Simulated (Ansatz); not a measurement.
TiC (rock salt, Fm-3m) at seven volumes, DFT-PBEsol in the program Ansatz with PAW potentials, scaled uniformly. One row is withheld.

```json
[
 {"V (Å³/atom)": "9.002", "P (GPa)": "30.37"},
 {"V (Å³/atom)": "9.298", "P (GPa)": "18.68"},
 {"V (Å³/atom)": "9.595", "P (GPa)": "8.63"},
 {"V (Å³/atom)": "9.892", "P (GPa)": "-0.02"},
 {"V (Å³/atom)": "10.189", "P (GPa)": "-7.46"},
 {"V (Å³/atom)": "10.485", "P (GPa)": "-13.87"},
 {"V (Å³/atom)": "10.782", "P (GPa)": "?"}
]
```

Question: Fit the shown pressures and predict the withheld one.

Answer: P = (3/2)B₀(x^(7/2) − x^(5/2))[1 + (3/4)(B′ − 4)(x − 1)] with x = (V₀/V)^(2/3). Least squares on the six rows gives V₀ = 9.891 Å³/atom, B₀ = 267 GPa, B′ = 3.99. At V = 10.782, x = 0.9441 and P = -19.39 GPa. The run itself gave -19.38 GPa.

The cell was relaxed with PBEsol under the symmetry of its start; of distortions, only those at the zone centre were tested. The run is not spin-polarised.

Potentials: the later of the program's two PAW sets.
